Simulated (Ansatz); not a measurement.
A plane-wave DFT run in Ansatz 0.2.0 (scalar-relativistic PAW potentials unless the input names others): input and command.

```yaml
crystal:
  lattice:
    - [2.03, -2.03, 0.0]
    - [2.03, 0.0, -2.03]
    - [8.5530127019, 8.5530127019, 8.5530127019]
  atoms:
    - { symbol: W, position: [0.6666666667, 0.6666666667, 0.0790986003] }
    - { symbol: W, position: [0.0, 0.0, 0.8702428325] }
    - { symbol: W, position: [0.3333333333, 0.3333333333, 0.2373274468] }
    - { symbol: W, position: [0.6666666667, 0.6666666667, 0.5537851396] }
    - { symbol: W, position: [0.0, 0.0, 0.3955562932] }
    - { symbol: W, position: [0.3333333333, 0.3333333333, 0.7120139861] }
basis:
  ecutwfc: 420
kpoints:
  mp_grid: { grid: [19, 19, 4] }
hamiltonian:
  xc: lda
scf:
  occupations: { method: gaussian, width: 0.15 }
  initial_density: { chi_scale: 0.1 }
output:
  forces: true
  eigenvalues: true
  stress: true
```

```bash
ansatz run input.yaml --threads 2 --pin off --max-ram 5120MiB --backend cpu --events-out ev --progress --plain --runs-dir out
```

Abridged log:
```
Pseudopotentials: kind: paw
Pseudopotential: W, paw, valence charge 14, recommended cutoff 420 eV (normal)
Functional definition: SPW92
Crystal: 6 atoms, lattice volume = 105.738 Å³
Basis set: ecut = 420 eV, 2089 PW (Γ)
Bands: 51, of which v1, the nominal top of the filled ones, is band 42 counted from 1 (41 counted from 0)
Symmetry: 12 space group operations
Space group: P-3m1 (ITA 164), of the structure as read, at distance tolerance 4.7e-5 Å
k-points: 150 of 1444
Initial density: superposition of atomic densities (chi_scale 0.1, normalization cell)
Initial wavefunctions: pseudopotential atomic-orbital guess
Functional: x = slater, c = lda
SCF iter   1: F=—  HF=-60776.201299 eV  |F-HF|=—  |Δ(HF+E_count)|=         —  Δρ=5.95e-2  dr2=2.31e1  ethr=3.10e-3  ⟨swp⟩=4.2  Hψ=27705  notcnv=0
SCF iter   2: F=—  HF=-60775.028380 eV  |F-HF|=—  |Δ(HF+E_count)|=    1.17e0  Δρ=3.43e-2  dr2=7.17e0  ethr=3.10e-3  ⟨swp⟩=2.9  Hψ=12309  notcnv=0  defer=288
SCF iter   3: F=—  HF=-60774.507109 eV  |F-HF|=—  |Δ(HF+E_count)|=   5.21e-1  Δρ=4.85e-3  dr2=1.36e-1  ethr=3.10e-3  ⟨swp⟩=2.5  Hψ=10897  notcnv=0  defer=288
SCF iter   4: F=—  HF=-60774.500263 eV  |F-HF|=—  |Δ(HF+E_count)|=   6.85e-3  Δρ=1.42e-3  dr2=2.61e-2  ethr=1.62e-4  ⟨swp⟩=1.1  Hψ=8840  notcnv=0  defer=283
SCF iter   5: F=—  HF=-60774.499252 eV  |F-HF|=—  |Δ(HF+E_count)|=   1.01e-3  Δρ=6.66e-4  dr2=5.83e-3  ethr=3.11e-5  ⟨swp⟩=1.0  Hψ=7360  notcnv=0  defer=283
SCF iter   6: F=—  HF=-60774.498999 eV  |F-HF|=—  |Δ(HF+E_count)|=   2.54e-4  Δρ=1.76e-4  dr2=6.25e-4  ethr=6.94e-6  ⟨swp⟩=1.1  Hψ=7396  notcnv=0  defer=283
SCF iter   7: F=—  HF=-60774.498988 eV  |F-HF|=—  |Δ(HF+E_count)|=   1.10e-5  Δρ=2.60e-5  dr2=1.10e-5  ethr=7.44e-7  ⟨swp⟩=1.1  Hψ=7371  notcnv=0  defer=283
SCF iter   8: F=—  HF=-60774.498987 eV  |F-HF|=—  |Δ(HF+E_count)|=   9.36e-7  Δρ=7.57e-6  dr2=2.63e-7  ethr=1.31e-8  ⟨swp⟩=2.0  Hψ=9662  notcnv=0  defer=283
SCF iter   9: F=-60774.498987 eV  HF=-60774.498987 eV  |F-HF|=1.33e-8  |Δ(HF+E_count)|=   2.34e-8  Δρ=1.56e-6  dr2=1.43e-8  ethr=1.19e-10  ⟨swp⟩=11.8  Hψ=32185  notcnv=0
SCF 1 converged in 9 iterations: F = -60774.498987 eV  dr2 = 1.43e-8
SCF converged after 9 iterations
Free energy (F): -60774.498987 eV
Harris-Foulkes:  -60774.498987 eV  (|F-HF|=1.33e-8)
Internal energy: -60774.395334 eV  (E = F + TS)
E sigma→0 (E₀):  -60774.447161 eV
Entropy (-TS):   -0.103652 eV (-17.275 meV/atom)
Fermi energy:    19.236327 eV
--- Forces (eV/Å), atoms counted from 1 ---
  atom   1  W     -0.72442554    -0.72442554    -0.72442554
  atom   2  W      0.72442554     0.72442554     0.72442554
  atom   3  W      0.15752140     0.15752140     0.15752140
  atom   4  W     -0.10190966    -0.10190966    -0.10190966
  atom   5  W      0.10190966     0.10190966     0.10190966
  atom   6  W     -0.15752140    -0.15752140    -0.15752140
--- Stress (GPa, compression-positive) ---
      -22.868806       1.448405       1.448405
        1.448405     -22.868806       1.448405
        1.448405       1.448405     -22.868806
  P = ⅓ Tr σ = -22.8688 GPa (-228.688 kbar)
```

Apart from outputs and empty bands, the input differs from a reference run on usual settings in scf.initial_density.chi_scale: not typed → 0.1. The reference, at the same geometry (not necessarily relaxed), gave pressure -22.87 GPa, largest force 1.255 eV/Å, no gap on the mesh. This run converged in 9 SCF iterations (reference: 7) with an energy at zero smearing within 0.01 meV/atom of the reference's, pressure -22.87 GPa, largest force 1.255 eV/Å, no gap on the mesh.

It took 45 s on 2 threads of Intel(R) Xeon(R) Processor @ 2.50GHz (Skylake/Cascade Lake), on a shared host, peak memory 0.76 GiB.